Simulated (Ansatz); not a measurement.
Starting cell, CuPd (CsCl type):

```yaml
crystal:
  lattice:
    - [2.92976, 0.00000, 0.00000]
    - [0.00000, 2.92976, 0.00000]
    - [0.00000, 0.00000, 2.92976]
  atoms:
    - { symbol: Cu, position: [0.00000, 0.00000, 0.00000] }
    - { symbol: Pd, position: [0.50000, 0.50000, 0.50000] }
```

The atoms are displaced by Q × the pattern below (from a DFPT mode at Γ, largest move 1; Q in Å), at fixed cell. It is one choice among 3 degenerate patterns.

```tsv
atom	x	y	z
Cu1	0.000	0.000	-1.000
Pd2	0.000	0.000	0.597
```

Method: LDA (plane waves to 420 eV, PAW, scalar-relativistic; Ansatz, a program for electronic structure). k mesh 16×16×16 (Γ-centred), Fermi-Dirac smearing 0.05 eV. The energy includes the smearing's −TS. With partly filled bands, energies and forces of such displacements shift with the k mesh and the smearing. CuPd is run without spin polarisation. CuPd was relaxed with its symmetry unable to fall. The zero of ΔE is the undisplaced structure. The last digit holds for this mesh only.

```csv
Q (Å),ΔE (meV/cell)
-0.180,withheld
-0.150,220.7
-0.120,141.5
-0.090,79.9
-0.060,35.7
-0.030,8.9
0.000,0.0
0.030,8.9
0.060,35.7
0.090,79.9
0.120,141.5
0.150,220.7
0.180,withheld
```

Problem. Fit an even polynomial form (powers 2, 4) to the given rows and predict ΔE at Q = -0.180.

Solution. Least squares on the 11 given rows: ΔE = (9887)·Q² + (-3580)·Q⁴, in meV/cell with Q in Å; root-mean-square residual 0.09 meV/cell. At -0.180 the fit gives 316.6 meV/cell; the calculation gives 317.5 meV/cell, so the extrapolation is off by -0.9 (-0.3 %). The quadratic term alone would give 320.3 meV/cell.

(A displaced cell: forces are minus the slopes of the energy, force constants its curvatures, and phonons follow from these.)
